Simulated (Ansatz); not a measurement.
The relaxed structure here is a generated cell of P: the first start was made by placing the elements on the sites of a structure type, and the end was not matched to a known phase here, so it may be hypothetical. Known forms of P include space group No. 64.

A relaxed cell of P (Immm (No. 71)), relaxed on a k-mesh at least as fine as the one used below. Level of theory: PBEsol (plane waves to 420 eV, PAW, scalar-relativistic; Ansatz, a first-principles code). Γ-centred k-mesh 9×9×9 on the run's cell (coarser than for final values), Fermi–Dirac smearing 0.05 eV.

```xyz
6
Lattice="-2.4448 2.5138 3.9400 2.4448 -2.5138 3.9400 2.4448 2.5138 -3.9400" Properties=species:S:1:pos:R:3 pbc="T T T"
P      0.0000     3.9805     0.0000
P      0.0000     1.0470     0.0000
P      0.0000     0.0000     5.0940
P      2.4448     0.0000     2.1831
P      0.0000     2.5138     1.7569
P      0.0000     0.0000     2.7860
```

The atoms are displaced along an unstable phonon of this cell by (Å):

```csv
atom,ux,uy,uz
P1,-0.045,0.000,0.000
P2,-0.045,0.000,0.000
P3,-0.105,0.000,0.000
P4,0.150,0.000,0.000
P5,0.150,0.000,0.000
P6,-0.105,0.000,0.000
```

Task: What forces (eV/Å) and pressure result?

Result: 
| atom | Fx | Fy | Fz |
|---|---|---|---|
| P1 | -0.19 | -0.14 | 0.00 |
| P2 | -0.19 | 0.14 | 0.00 |
| P3 | 0.11 | 0.00 | -0.01 |
| P4 | 0.08 | 0.00 | -0.07 |
| P5 | 0.08 | 0.00 | 0.07 |
| P6 | 0.11 | 0.00 | 0.01 |

Pressure +1.8 GPa.

The undisplaced cell is probably no minimum: from this displacement the run went on to Imm2 (No. 44), 0.05 eV/atom below it.

No spin polarisation in the result.
